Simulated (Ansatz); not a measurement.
CoO: an elastic run with k mesh 3×3×3

The calculation used DFT PBE+U, scalar-relativistic, plane waves, PAW in Ansatz.

Launched with:
```bash
ansatz run input.yaml --threads 1 --pin off --max-ram 3072MiB --backend cpu --events-out ev --progress --plain --runs-dir out
```

Input (bare energies are in eV):
```yaml
crystal:
  lattice:
    - [1.5369143799, 0.8873379309, 2.4734269516]
    - [-1.5369143799, 0.8873379309, 2.4734269516]
    - [0.0, -1.7746758619, 2.4734269516]
  atoms:
    - { symbol: Co, position: [0.0, 0.0, 0.0], spin: 2.88 }
    - { symbol: O, position: [0.5, 0.5, 0.5], spin: 0.24 }
basis:
  ecutwfc: 420
kpoints:
  mp_grid: { grid: [3, 3, 3] }
hamiltonian:
  xc: pbe
  hubbard: { sites: [{ species: Co, l: d, u_eff: 3.32 }] }
scf:
  occupations: { method: gaussian, width: 0.02 }
output:
  forces: true
  stress: true
  eigenvalues: true
  populations: true
magnetization:
  spin_polarized: true
elastic:
  mode: relaxed_ion
  stencil: two_point
```

From the output:
```
--- Elastic constants: 3 strain directions × 2 members + reference (group order 12) ---
  dense FFT box of the reference and of every strained cell: 24×24×24
  strains applied: 11, 33, 23; error gains: componentwise 1.00 (the most a stress slope's error grows in a printed constant), spectral 1.41 (1 for all six strains in a standard setting)
  C = ∂σ_k/∂η_j (tension-positive GPa; Voigt order 11 22 33 23 13 12):
       255.846    131.033    121.340      6.732      0.000      0.000
       131.033    255.846    121.340     -6.732      0.000      0.000
       121.754    121.754    262.919     -0.000      0.000      0.000
         6.312     -6.312     -0.000     69.965      0.000      0.000
         0.000      0.000      0.000      0.000     69.965      6.312
         0.000     -0.000      0.000      0.000      6.732     62.406
  reference stress σ⁰ (GPa):      0.197      0.197      0.151      0.000      0.000     -0.000
  C* (energy form; C + prestress term) asymmetry max|C*_kj − C*_jk| = 4.204e-1 GPa — a small one proves nothing (zero by symmetry where the batch's group is 432, −43m or m−3m); a large one is finite-difference/SCF noise where every solve ...
  moduli (Voigt/Reuss/Hill, GPa): K = 169.21/169.20/169.21   G = 67.17/66.40/66.78   E = 177.06   ν = 0.326
  mechanically stable: yes (min eigenvalue of sym C = 58.65 GPa)
  strain η (Voigt 11):  stress-route row diagonal C_11 = 255.85 GPa, energy-path curvature d²(F+E_count+ΔE)/dδ²/Ω₀ = 264.89 GPa
         δ    σ_11 (GPa) F (eV) n_scf n_hpsi n_pw
    -2.000e-3      -0.3163       -5691.3462240      16   10942    402   relax 0 steps, max|allowed force component| 6.55e-29 eV/Å
     2.000e-3       0.7071       -5691.3461785      12    9082    402   relax 0 steps, max|allowed force component| 1.48e-28 eV/Å
  strain η (Voigt 33):  stress-route row diagonal C_33 = 262.92 GPa, energy-path curvature d²(F+E_count+ΔE)/dδ²/Ω₀ = 264.02 GPa
         δ    σ_33 (GPa) F (eV) n_scf n_hpsi n_pw
    -2.000e-3      -0.3801       -5691.3460165      10    4387    402   relax 0 steps, max|allowed force component| 1.88e-29 eV/Å
     2.000e-3       0.6715       -5691.3459758       8    3836    402   relax 0 steps, max|allowed force component| 5.26e-31 eV/Å
  strain η (Voigt 23):  stress-route row diagonal C_44 = 69.96 GPa, energy-path curvature d²(F+E_count+ΔE)/dδ²/Ω₀ = 72.75 GPa
         δ    σ_23 (GPa) F (eV) n_scf n_hpsi n_pw
    -2.000e-3      -0.1410       -5691.3461128      14   10832    402   relax 0 steps, max|allowed force component| 0.00e0 eV/Å
     2.000e-3       0.1388       -5691.3461363      12    9526    402   relax 0 steps, max|allowed force component| 3.94e-31 eV/Å
--- Löwdin populations: 2 sites ---
  site symbol q [e]    m [muB]
     0     Co     15.8066     2.7049
     1      O      7.0707     0.2940
  spilling = 0.005334 (of n_electrons = 23.000000)
```

It took 9.7 s on 1 thread of Arm Neoverse V2, with other jobs on the host, peak memory 0.3 GiB.

Beside the reference run (Settings: 420 eV plane-wave cutoff, Γ-centred 12×12×12 mesh, Gaussian smearing of 0.02 eV. U_eff = 3.32 eV on Co d. Collinear spin, site moments 2.6, 0.2 μB.), the elastic coefficients (GPa; two-point stencil, strain 0.002 and ions relaxed unless stated):
```json
{"setting": "reference run", "C11": "254.6", "C12": "130.2", "C44": "71.2", "C33": "260.7", "C13": "123.5", "C66": "62.2"}
{"setting": "k mesh 3×3×3", "C11": "255.8", "C12": "131.0", "C44": "70.0", "C33": "262.9", "C13": "121.3", "C66": "62.4"}
```

The magnetic state is the one reached from the starting moments and may not be the lowest.